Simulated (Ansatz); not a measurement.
Input:

B4C:
Space group R-3m, hexagonal axes (No. 166); a = b = 5.6319 Å, c = 12.0750 Å, α = β = 90.00°, γ = 120.00°

| atom | site | symmetry | x | y | z |
|---|---|---|---|---|---|
| B | 18h | .m | 0.1673 | 0.3347 | 0.0262 |
| B | 18h | .m | 0.2159 | 0.1079 | 0.1139 |
| C | 6c | 3m | 0.0000 | 0.0000 | 0.3902 |
| C | 3b | -3m | 0.0000 | 0.0000 | 0.5000 |
(The calculation used a cell of 15 atoms; values per cell refer to that cell.)

This is the r²SCAN-relaxed structure.

Q: All from r²SCAN in the plane-wave PAW code Ansatz, unless another level is named. Estimate the Bader charges.

A: B +0.10 to +0.34, C -1.07 to -0.49 e.

Q: What about the static dielectric constant ε0 (ions relaxed, cell fixed)?

A: 7.88 (xx = yy), 10.4 (zz).

Q: What about the electronic dielectric constant ε∞ (DFPT)?

A: 7.30 (xx = yy), 8.90 (zz).

Q: What about the Born charges (a third of the trace)?

A: B -0.07 to +0.29, C -2.10 to +2.89 e.

The workflow started from a Materials Project entry (that database holds measured and hypothetical structures alike); the Crystallography Open Database copy checked does not list it. Whether it is the stable phase at ambient conditions was not checked. Symmetry was held in the r²SCAN relaxation; whether a distortion lowers the energy is not shown.

Potentials: the earlier of the program's two PAW sets. The files were generated under PBE; for other functionals the program regenerates the frozen cores, and for LDA and PBEsol the local potential too.
